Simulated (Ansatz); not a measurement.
## Na3H, all-electron reference calculation

This is model Na3H built from the ReO3 structure and then distorted.

Level of theory: PBE (LAPW, all electrons, scalar relativity, no spin–orbit coupling, point nuclei; Ansatz). Brillouin zone: 2×2×2 (shift 0.5, 0.5, 0.5 mesh steps), Fermi–Dirac smearing of 0.15 eV; a denser mesh would shift the values. For a metal, stress, forces and moments on so few k-points can be far from the converged ones. Spin-restricted.

```
H Na
1.0
     4.82049   -0.10454   -0.19512
    -0.10454    4.66273   -0.11120
    -0.19512   -0.11120    4.86118
H Na
1 3
Cartesian
  1.1434 1.4665 4.1988
  3.6160 1.4612 4.0809
  1.1744 3.8434 4.3018
  1.0995 1.4951 6.7178
```

| atom | Fx (eV/Å) | Fy (eV/Å) | Fz (eV/Å) |
| --- | --- | --- | --- |
| H1 | 0.047 | 0.069 | 0.054 |
| Na2 | -0.002 | -0.027 | 0.032 |
| Na3 | -0.006 | -0.017 | -0.028 |
| Na4 | -0.039 | -0.024 | -0.057 |

Stress xx yy zz yz xz xy in GPa, positive in compression: 0.16 0.36 0.15 0.31 0.53 0.30.

| Item | Value |
| --- | --- |
| Pressure | 0.23 GPa |
| Largest force | 0.099 eV/Å |

**Single point on Na2H**

System: generated Na2H in the CdI2 structure, strained and with atoms displaced.

Method as above, mesh 3×3×1, Γ-centred. Spin-restricted. The cell's electron count is odd, so a run with spin could end lower.

Lattice in Å, fractional positions:
```yaml
crystal:
  lattice:
    - [3.84111, -0.11383, -0.07294]
    - [-2.01913, 3.37118, -0.00244]
    - [-0.11911, -0.07337, 6.13428]
  atoms:
    - { symbol: H, position: [0.31582, 0.72032, 0.36270] }
    - { symbol: Na, position: [0.67330, 0.39076, 0.61652] }
    - { symbol: Na, position: [0.99766, 0.05069, 0.09940] }
```

```
atom  Fx (eV/Å)  Fy (eV/Å)  Fz (eV/Å)
  H1     -0.009      0.003     -0.004
 Na2      0.037     -0.012     -0.360
 Na3     -0.028      0.009      0.364
```

Stress (GPa; xx, yy, zz, yz, xz, xy; compression positive): -1.61, -1.61, -0.22, -0.01, 0.14, 0.14.

```yaml
All-electron_E_−_TS_for_this_scheme: -8855.582 eV
Pressure: -1.15 GPa
Largest_force: 0.365 eV/Å
```
